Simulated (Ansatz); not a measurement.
BeSe:
```
BeSe
1.0
    0.00000     2.54067     2.54067
    2.54067     0.00000     2.54067
    2.54067     2.54067     0.00000
Se Be
1 1
Direct
  0.75000   0.75000   0.75000
  0.00000   0.00000   0.00000
```

Tensor components refer to the Cartesian frame of this cell.

### Question
Give the proper piezoelectric stress tensor with relaxed ions from the program Ansatz at the LDA level (PAW).

### Answer
In C/m², rows x, y, z, Voigt columns; mesh uncertainty up to 0.00.
```
0.00  0.00  0.00  0.18  0.00  0.00
0.00  0.00  0.00  0.00  0.18  0.00
0.00  0.00  0.00  0.00  0.00  0.18
```

The elastic tensor of the same run (GPa):

```
 138  56.8  56.8   0.0   0.0   0.0
56.8   138  56.8   0.0   0.0   0.0
56.8  56.8   138   0.0   0.0   0.0
 0.0   0.0   0.0  70.9   0.0   0.0
 0.0   0.0   0.0   0.0  70.9   0.0
 0.0   0.0   0.0   0.0   0.0  70.9
```

### Question
Convert to strain constants d = e·S.

### Answer
In pC/N:
```
0.0  0.0  0.0  2.5  0.0  0.0
0.0  0.0  0.0  0.0  2.5  0.0
0.0  0.0  0.0  0.0  0.0  2.5
```

Space group F-43m (zinc blende). The LDA relaxation kept the symmetry of its start; phonons on a q-mesh show no instability.

Potentials: the later of the program's two PAW sets.
